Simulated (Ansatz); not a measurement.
# Calculated electric field gradients for Ca2HN

The cell is a Materials Project structure (computed, not necessarily an observed phase), atoms as given.

Space group Fd-3m:1 (No. 227); a = 10.0882 Å.

| site | Wyckoff | site symmetry | x | y | z |
| --- | --- | --- | --- | --- | --- |
| Ca | 32e | .3m | 0.6130 | 0.8870 | 0.1130 |
| H | 16c | .-3m | 0.6250 | 0.6250 | 0.1250 |
| N | 16d | .-3m | 0.1250 | 0.1250 | 0.6250 |

One atom of each set is listed; the run and its k-mesh use a cell of 16 atoms with edges of 7.13, 7.13, 7.13 Å.

All values are calculated (Ansatz; DFT, PBE, plane waves and PAW, scalar-relativistic, 420 eV cutoff, Γ-centred 5×5×5 k-points, Fermi–Dirac smearing 0.05 eV), not measured.

Conventions: |V_zz| ≥ |V_yy| ≥ |V_xx|, η = (V_xx − V_yy)/V_zz, C_Q = eQV_zz/h. ν_Q = 3|C_Q|/[2I(2I − 1)].

Ca-43: I = 7/2, Q = -40.80 mb; 2H: I = 1, Q = 2.858 mb; 14N: I = 1, Q = 20.44 mb. Q values from Pyykkö, Mol. Phys. 116, 1328 (2018).

```
site  atoms                        first shell  C_Q (MHz)     η  ν_Q (MHz)
  Ca      8  3 N at 2.41 Å; also 3 H at 2.65 Å      -2.74  0.00      0.196
   H      4                     6 Ca at 2.65 Å     -0.001  0.00      0.001
   N      4                     6 Ca at 2.41 Å     -0.482  0.00      0.723
```

An axis of threefold or higher order runs through Ca, H and N, so V_zz lies along it and η is zero.
